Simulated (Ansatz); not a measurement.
Data:

LaOF:
```cif
data_F6La6O6
_chemical_formula_sum 'La6 O6 F6'
_space_group_name_H-M_alt 'R-3m :H'
_space_group_IT_number 166
_space_group_name_Hall '-R 3 2"'
_cell_length_a 3.97682
_cell_length_b 3.97682
_cell_length_c 19.82830
_cell_angle_alpha 90.000
_cell_angle_beta 90.000
_cell_angle_gamma 120.000
loop_
_atom_site_label
_atom_site_type_symbol
_atom_site_symmetry_multiplicity
_atom_site_Wyckoff_symbol
_atom_site_fract_x
_atom_site_fract_y
_atom_site_fract_z
_atom_site_occupancy
La1 La 6 c 0.00000 0.00000 0.25766 1
O1 O 6 c 0.00000 0.00000 0.37724 1
F1 F 6 c 0.00000 0.00000 0.12928 1
```
(The calculation used a cell of 6 atoms; values per cell refer to that cell.)

This is the LDA-relaxed structure.

Problem. All from DFT-LDA in the program Ansatz with PAW potentials, unless another level is named. Give the static dielectric constant ε0 (ions relaxed, cell fixed).

Solution. 13.9 (xx = yy), 12.3 (zz).

Problem. Next, the electronic dielectric constant ε∞ (DFPT)?

Solution. 3.81 (xx = yy), 3.51 (zz).

Problem. Predict the Born charges (a third of the trace).

Solution. La +3.99, O -2.45, F -1.54 e.

The first step of the workflow began from a Materials Project structure, measured or hypothetical; the Crystallography Open Database files this formula in space group No. 166, but the cells were not matched. Whether it is the stable phase at ambient conditions was not checked. Symmetry was held in the LDA relaxation; whether a distortion lowers the energy is not shown. Scalar-relativistic: spin–orbit coupling is off unless named, which matters more the heavier the elements.

Potentials: the later of the program's two PAW sets.
